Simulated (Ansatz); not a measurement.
Input and command of a calculation in Ansatz (plane waves; scalar-relativistic PAW potentials unless the input names others):

```yaml
crystal:
  lattice:
    - [4.4724836323, 0.0, 0.0]
    - [0.0, 8.6817277656, 0.0]
    - [0.0, 0.0, 8.8693234817]
  atoms:
    - { symbol: Sr, position: [0.0, 0.0, 0.0] }
    - { symbol: Mg, position: [0.0, 0.5, 0.0] }
    - { symbol: Mg, position: [0.0, 0.5, 0.5] }
    - { symbol: Mg, position: [0.5, 0.0, 0.24494983] }
    - { symbol: Mg, position: [0.5, 0.0, 0.75505017] }
    - { symbol: Mg, position: [0.5, 0.5, 0.24897248] }
    - { symbol: Mg, position: [0.5, 0.5, 0.75102752] }
    - { symbol: Mg, position: [0.5, 0.26203341, 0.0] }
    - { symbol: Mg, position: [0.5, 0.26423585, 0.5] }
    - { symbol: Mg, position: [0.5, 0.73796659, 0.0] }
    - { symbol: Mg, position: [0.5, 0.73576415, 0.5] }
    - { symbol: Mg, position: [0.0, 0.26418457, 0.24695594] }
    - { symbol: Mg, position: [0.0, 0.26418457, 0.75304406] }
    - { symbol: Mg, position: [0.0, 0.73581543, 0.24695594] }
    - { symbol: Mg, position: [0.0, 0.73581543, 0.75304406] }
    - { symbol: Bi, position: [0.0, 0.0, 0.5] }
    - { symbol: O, position: [0.0, 0.27311387, 0.0] }
    - { symbol: O, position: [0.0, 0.27089525, 0.5] }
    - { symbol: O, position: [0.0, 0.72688613, 0.0] }
    - { symbol: O, position: [0.0, 0.72910475, 0.5] }
    - { symbol: O, position: [0.5, 0.24961139, 0.25062741] }
    - { symbol: O, position: [0.5, 0.24961139, 0.74937259] }
    - { symbol: O, position: [0.5, 0.75038861, 0.25062741] }
    - { symbol: O, position: [0.5, 0.75038861, 0.74937259] }
    - { symbol: O, position: [0.5, 0.0, 0.0] }
    - { symbol: O, position: [0.5, 0.0, 0.5] }
    - { symbol: O, position: [0.5, 0.5, 0.0] }
    - { symbol: O, position: [0.5, 0.5, 0.5] }
    - { symbol: O, position: [0.0, 0.0, 0.25076238] }
    - { symbol: O, position: [0.0, 0.0, 0.74923762] }
    - { symbol: O, position: [0.0, 0.5, 0.25171879] }
    - { symbol: O, position: [0.0, 0.5, 0.74828121] }
basis:
  ecutwfc: 420
kpoints:
  mp_grid: { grid: [8, 4, 4] }
hamiltonian:
  xc: lda
scf:
  occupations: { method: gaussian, width: 0.3 }
  n_extra_bands: 32
output:
  forces: true
  eigenvalues: true
  stress: true
```

```bash
ansatz run input.yaml --threads 4 --pin off --max-ram 7168MiB --backend cpu --events-out ev --progress --plain --runs-dir out
```

Abridged log:
```
Basis set: ecut = 420 eV, 6739 PW (Γ)
Bands: 163, of which v1, the nominal top of the filled ones, is band 131 counted from 1 (130 counted from 0)
Symmetry: 8 space group operations
k-points: 45 of 128
SCF iter   1: F=—  HF=-51076.065284 eV  |F-HF|=—  |Δ(HF+E_count)|=         —  Δρ=1.79e-2  dr2=1.17e0  ethr=1.77e-3  ⟨swp⟩=6.6  Hψ=30989  notcnv=0
SCF iter   2: F=—  HF=-51075.747313 eV  |F-HF|=—  |Δ(HF+E_count)|=   3.18e-1  Δρ=5.38e-3  dr2=1.47e-1  ethr=4.47e-4  ⟨swp⟩=2.0  Hψ=10260  notcnv=0  defer=1
SCF iter   3: F=—  HF=-51075.716655 eV  |F-HF|=—  |Δ(HF+E_count)|=   3.07e-2  Δρ=2.49e-3  dr2=5.72e-2  ethr=5.62e-5  ⟨swp⟩=1.7  Hψ=7300  notcnv=0  defer=1
SCF iter   4: F=—  HF=-51075.705335 eV  |F-HF|=—  |Δ(HF+E_count)|=   1.13e-2  Δρ=7.45e-4  dr2=1.29e-2  ethr=2.19e-5  ⟨swp⟩=2.0  Hψ=7802  notcnv=0  defer=1
SCF iter   5: F=—  HF=-51075.703300 eV  |F-HF|=—  |Δ(HF+E_count)|=   2.04e-3  Δρ=4.99e-4  dr2=4.13e-3  ethr=4.95e-6  ⟨swp⟩=1.8  Hψ=7964  notcnv=0  defer=1
SCF iter   6: F=—  HF=-51075.702586 eV  |F-HF|=—  |Δ(HF+E_count)|=   7.13e-4  Δρ=4.59e-4  dr2=1.49e-3  ethr=1.58e-6  ⟨swp⟩=2.0  Hψ=9332  notcnv=0  defer=1
SCF iter   7: F=—  HF=-51075.702267 eV  |F-HF|=—  |Δ(HF+E_count)|=   3.19e-4  Δρ=1.47e-4  dr2=2.77e-4  ethr=5.71e-7  ⟨swp⟩=2.0  Hψ=9233  notcnv=0  defer=1
SCF iter   8: F=—  HF=-51075.702209 eV  |F-HF|=—  |Δ(HF+E_count)|=   5.86e-5  Δρ=8.26e-5  dr2=5.33e-5  ethr=1.06e-7  ⟨swp⟩=2.0  Hψ=9288  notcnv=0  defer=1
SCF iter   9: F=—  HF=-51075.702003 eV  |F-HF|=—  |Δ(HF+E_count)|=   2.06e-4  Δρ=6.60e-5  dr2=2.02e-5  ethr=2.04e-8  ⟨swp⟩=2.0  Hψ=10128  notcnv=0  defer=3
SCF iter  10: F=—  HF=-51075.701998 eV  |F-HF|=—  |Δ(HF+E_count)|=   4.99e-6  Δρ=2.46e-5  dr2=5.19e-6  ethr=7.75e-9  ⟨swp⟩=2.0  Hψ=9525  notcnv=0  defer=3
SCF iter  11: F=—  HF=-51075.701996 eV  |F-HF|=—  |Δ(HF+E_count)|=   1.28e-6  Δρ=9.11e-6  dr2=8.03e-7  ethr=1.99e-9  ⟨swp⟩=2.0  Hψ=8507  notcnv=0  defer=3
SCF iter  12: F=—  HF=-51075.701996 eV  |F-HF|=—  |Δ(HF+E_count)|=   1.64e-7  Δρ=7.06e-6  dr2=3.81e-7  ethr=3.08e-10  ⟨swp⟩=2.0  Hψ=9227  notcnv=0  defer=3
SCF iter  13: F=-51075.701996 eV  HF=-51075.701996 eV  |F-HF|=8.01e-8  |Δ(HF+E_count)|=   9.03e-8  Δρ=4.10e-6  dr2=9.21e-8  ethr=3.83e-11  ⟨swp⟩=10.0  Hψ=37683  notcnv=0
SCF 1 converged in 13 iterations: F = -51075.701996 eV  dr2 = 9.21e-8
SCF converged after 13 iterations
Free energy (F): -51075.701996 eV
Harris-Foulkes:  -51075.701996 eV  (|F-HF|=8.01e-8)
Internal energy: -51075.589071 eV  (E = F + TS)
E sigma→0 (E₀):  -51075.645534 eV
Entropy (-TS):   -0.112924 eV (-3.529 meV/atom)
Fermi energy:    12.350974 eV
--- Forces (eV/Å), atoms counted from 1 ---
  atom   1  Sr     0.00000000     0.00000000     0.00000000
  atom   2  Mg     0.00000000     0.00000000     0.00000000
  atom   3  Mg     0.00000000     0.00000000     0.00000000
  atom   4  Mg     0.00000000     0.00000000    -0.02129611
  atom   5  Mg     0.00000000     0.00000000     0.02129611
  atom   6  Mg     0.00000000     0.00000000     0.03211182
  atom   7  Mg     0.00000000     0.00000000    -0.03211182
  atom   8  Mg     0.00000000     0.01950997     0.00000000
  atom   9  Mg     0.00000000     0.01672915     0.00000000
  atom  10  Mg     0.00000000    -0.01950997     0.00000000
  atom  11  Mg     0.00000000    -0.01672915     0.00000000
  atom  12  Mg     0.00000000     0.00877294     0.02658567
  atom  13  Mg     0.00000000     0.00877294    -0.02658567
  atom  14  Mg     0.00000000    -0.00877294     0.02658567
  atom  15  Mg     0.00000000    -0.00877294    -0.02658567
  atom  16  Bi     0.00000000     0.00000000     0.00000000
  atom  17  O      0.00000000     0.00575864     0.00000000
  atom  18  O      0.00000000     0.25944754     0.00000000
  atom  19  O      0.00000000    -0.00575864     0.00000000
  atom  20  O      0.00000000    -0.25944754     0.00000000
  atom  21  O      0.00000000     0.06345337    -0.02708767
  atom  22  O      0.00000000     0.06345337     0.02708767
  atom  23  O      0.00000000    -0.06345337    -0.02708767
  atom  24  O      0.00000000    -0.06345337     0.02708767
  atom  25  O      0.00000000     0.00000000     0.00000000
  atom  26  O      0.00000000     0.00000000     0.00000000
  atom  27  O      0.00000000     0.00000000     0.00000000
  atom  28  O      0.00000000     0.00000000     0.00000000
  atom  29  O      0.00000000     0.00000000    -0.14008332
  atom  30  O      0.00000000     0.00000000     0.14008332
  atom  31  O      0.00000000     0.00000000    -0.03946648
  atom  32  O      0.00000000     0.00000000     0.03946648
--- Stress (GPa, compression-positive) ---
       -3.900767       0.000000       0.000000
        0.000000      -3.529633       0.000000
        0.000000       0.000000      -3.762021
  P = ⅓ Tr σ = -3.7308 GPa (-37.308 kbar)
```

Apart from outputs, the input differs from a reference run on usual settings in scf.occupations.width: 0.1 → 0.3; scf.n_extra_bands: not typed → 32. The reference, at the same geometry (not necessarily relaxed), gave pressure -3.69 GPa, largest force 0.139 eV/Å, no gap on the mesh. This run converged in 13 SCF iterations (reference: 12) with an energy at zero smearing 0.09 meV/atom above the reference's, pressure -3.73 GPa, largest force 0.259 eV/Å, no gap on the mesh. Its smearing width is looser than usual, and the result moved.

It took 110 s on 4 threads of Arm Neoverse N1, with other jobs on the host, peak memory 2.4 GiB.